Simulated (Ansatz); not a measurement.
Relaxed candidate structures of BeBr$_{2}$:

**A**
```xyz
3
Lattice="3.4217 0.0000 0.0000 -1.7108 2.9633 0.0000 0.0000 0.0000 5.8871" Properties=species:S:1:pos:R:3 pbc="T T T"
Br     1.7109     0.9878     1.5867
Be     0.0000     0.0000     2.9436
Br     0.0000     1.9755     4.3004
```

**B**
```xyz
6
Lattice="3.4203 0.0000 0.0000 -1.7101 2.9621 0.0000 0.0000 0.0000 12.3006" Properties=species:S:1:pos:R:3 pbc="T T T"
Br     0.0000     1.9747     1.5981
Be     1.7101     0.9873     2.9558
Br     0.0000     0.0000     4.3152
Br     0.0000     0.0000     7.9854
Be     0.0000     1.9747     9.3448
Br     1.7101     0.9873    10.7025
```

**C**
```xyz
3
Lattice="1.7095 0.9870 6.3923 -1.7095 0.9870 6.3923 0.0000 -1.9739 6.3923" Properties=species:S:1:pos:R:3 pbc="T T T"
Br     0.0000     0.0000     1.8361
Be     0.0000     0.0000     9.5885
Br     0.0000     0.0000    17.3409
```

### Question
Put the candidates in order of energy per atom, lowest first, for PBEsol-D3(BJ) (plane waves to 420 eV, PAW, scalar-relativistic; Ansatz, a program for electronic structure).

### Answer
A (reference), B (+0.011 eV/atom), C (+0.020 eV/atom)

### Question
Give each candidate's band gap.

### Answer
No candidate is metallic. A: 4.16 eV (no spin-orbit coupling); B: 3.88 eV (no spin-orbit coupling); C: 4.03 eV (no spin-orbit coupling).

Each run could gain symmetry but not lose that of its start, so entries can be saddle points. All of these are generated cells (placed on structure types, drawn at random, substituted or restacked) that were not matched to a known phase here. The real structure of this composition may not be among these. Static energies at zero pressure. The runs use different k-meshes, so differences are rounded accordingly. No spin polarisation in the result.
